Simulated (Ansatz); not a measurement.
What is wrong with this input? (Ta4O)

Intended: Ta4O, PBE, plane waves and PAW in Ansatz. The input:

```yaml
crystal:
  lattice:
    - [3.257497, 0.0, 0.0]
    - [0.0, 3.257497, 0.0]
    - [0.0, 0.0, 7.409341]
  atoms:
    - { symbol: Ta, position: [0.0, 0.0, 0.5] }
    - { symbol: Ta, position: [0.5, 0.5, 0.783158] }
    - { symbol: Ta, position: [0.5, 0.5, 0.216842] }
    - { symbol: Ta, position: [0.0, 0.0, 0.0] }
    - { symbol: O, position: [0.5, 0.5, 0.5] }
basis:
  ecutwfc: 420
kpoints:
  mp_grid: { grid: [12, 12, 6] }
hamiltonian:
  xc: pbe
scf:
  occupations: { method: gaussian, width: 0.1 }
  max_iter: 2
  convergence: { accept_max_iter: true }
  initial_density: { chi_scale: 0, normalization: atom }
output:
  forces: true
  stress: true
  eigenvalues: true
```

Command:

```bash
ansatz run input.yaml --threads 1 --pin off --max-ram 2560MiB --backend cpu --events-out ev --progress --plain --runs-dir out
```

Output, shortened (HF is the Harris–Foulkes energy, dr2 the density residual in eV):

```text
Warning: output.stress: scf.convergence.accept_max_iter lets an SCF close with its threshold on dr2 unmet. What such a close leaves in the stress no threshold then bounds, and a free energy that looks settled does not show it. To mend it, remove scf.convergence.accept_max_iter
Pseudopotential: Ta, paw, valence charge 13, recommended cutoff 420 eV (normal)
Pseudopotential: O, paw, valence charge 6, recommended cutoff 420 eV (normal)
Crystal: 5 atoms, lattice volume = 78.623 Å³
Basis set: ecut = 420 eV, 1569 PW (Γ), exchange–correlation on 48×48×100 points (8 copies of the dense FFT grid, shifted against one another)
Bands: 35, of which v1, the nominal top of the filled ones, is band 29 counted from 1 (28 counted from 0)
Symmetry: 16 space group operations
Space group: P4/mmm (ITA 123), of the structure as read, at distance tolerance 4.3e-5 Å
k-points: 112 of 864
Initial density: superposition of atomic densities
SCF iter   1: HF=-40299.493441 eV  Δρ=8.42e-2  dr2=2.14e1
SCF iter   2: F=-40293.855396 eV  HF=-40297.299875 eV  Δρ=3.73e-2  dr2=3.96e0
stopped at the declared iteration budget: scf.max_iter = 2 spent with dr2 = 4.0e0 eV against the standard gate 1.0e-7 eV (scf.convergence.accept_max_iter; the run is reported unconverged — every observable carries the unconverged density's error)
SCF 1 stopped at its iteration budget after 2 iterations (unconverged): F = -40293.855396 eV  dr2 = 3.96e0
SCF stopped at the declared iteration budget after 2 iterations (unconverged)
Free energy (F): -40293.855396 eV
E sigma→0 (E₀):  -40293.850013 eV
Entropy (-TS):   -0.010767 eV (-2.153 meV/atom)
Fermi energy:    18.983420 eV
--- Forces (eV/Å), atoms counted from 1 ---
  atom   1  Ta     0.00000000     0.00000000     0.00000000
  atom   2  Ta     0.00000000     0.00000000     1.15844602
  atom   3  Ta     0.00000000     0.00000000    -1.15844602
  atom   4  Ta    -0.00000000     0.00000000     0.00000000
  atom   5  O      0.00000000     0.00000000     0.00000000
--- Stress (GPa, compression-positive) ---
        7.374217       0.000000       0.000000
        0.000000       7.374217       0.000000
        0.000000       0.000000     -10.813784
  P = ⅓ Tr σ = 1.3115 GPa (13.115 kbar)
```

**Question.** Which fault does the input hold?
A. A Hubbard U on a shell that the atom lacks
B. A cutoff far under the potentials' need
C. A total moment locked at a wrong value
D. An unconverged density accepted at the iteration limit
E. No spin polarisation on a magnet

**Answer.** D. The numbers come from a density that isn't self-consistent. The cure is a higher limit and no acceptance.

The change to the input (which also takes the starting density of the reference run):

```diff
 scf:
-  max_iter: 2
-  convergence: { accept_max_iter: true }
-  initial_density: { chi_scale: 0, normalization: atom }
```

With the mended input the run converges and gives no gap, a pressure of -0.83 GPa.

The mended run took 32 s on 1 thread of AMD EPYC 7R43 64-Core Processor (Zen 3), with other jobs on the host, peak memory 0.52 GiB.